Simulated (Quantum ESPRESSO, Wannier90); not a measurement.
Tight-binding from DFT: TiC (rock salt)

Materials Project entry mp-631; symmetrised, unrelaxed at this level. COD (Crystallography Open Database) has an entry of this formula and space group (matched by these alone). Method: PBEsol plane waves in Quantum ESPRESSO 7.5 (PseudoDojo norm-conserving files, 68 Ry, no spin polarisation, no spin-orbit coupling), Bloch states on a 12×12×12 mesh through Γ, Wannier90 4.0.1. Density: 12×12×12 mesh, cold smearing 0.01 Ry.

```
begin unit_cell_cart
ang
    0.0000000000    2.1657200000    2.1657200000
    2.1657200000    0.0000000000    2.1657200000
    2.1657200000    2.1657200000    0.0000000000
end unit_cell_cart
mp_grid = 12 12 12
```

Problem. Which shells of neighbouring k-points and which b-vectors and weights does Wannier90 pick for this cell and mesh?

Solution. 
```
 *---------------------------------- K-MESH ----------------------------------*
 +----------------------------------------------------------------------------+
 |                    Distance to Nearest-Neighbour Shells                    |
 |                    ------------------------------------                    |
 |          Shell             Distance (Ang^-1)          Multiplicity         |
 |          -----             -----------------          ------------         |
 |             1                   0.209376                      8            |
 |             2                   0.241767                      6            |
 |             3                   0.341910                     12            |
 |             4                   0.400925                     24            |
 |             5                   0.418752                      8            |
 |             6                   0.483533                      6            |
 |             7                   0.526918                     24            |
 |             8                   0.540607                     24            |
       ... (lines left out)
 +----------------------------------------------------------------------------+
 | The b-vectors are chosen automatically                                     |
 | The following shells are used:                       1                     |
 +----------------------------------------------------------------------------+
 |                        Shell   # Nearest-Neighbours                        |
 |                        -----   --------------------                        |
 |                          1               8                                 |
 +----------------------------------------------------------------------------+
 | Completeness relation is fully satisfied [Eq. (B1), PRB 56, 12847 (1997)]  |
 +----------------------------------------------------------------------------+
 |                  b_k Vectors (Ang^-1) and Weights (Ang^2)                  |
 |                  ----------------------------------------                  |
 |            No.         b_k(x)      b_k(y)      b_k(z)        w_b           |
 |            ---        --------------------------------     --------        |
 |             1         0.120883    0.120883   -0.120883     8.554160        |
 |             2         0.120883   -0.120883    0.120883     8.554160        |
 |             3        -0.120883    0.120883    0.120883     8.554160        |
 |             4         0.120883    0.120883    0.120883     8.554160        |
 |             5        -0.120883   -0.120883    0.120883     8.554160        |
 |             6        -0.120883    0.120883   -0.120883     8.554160        |
 |             7         0.120883   -0.120883   -0.120883     8.554160        |
 |             8        -0.120883   -0.120883   -0.120883     8.554160        |
```
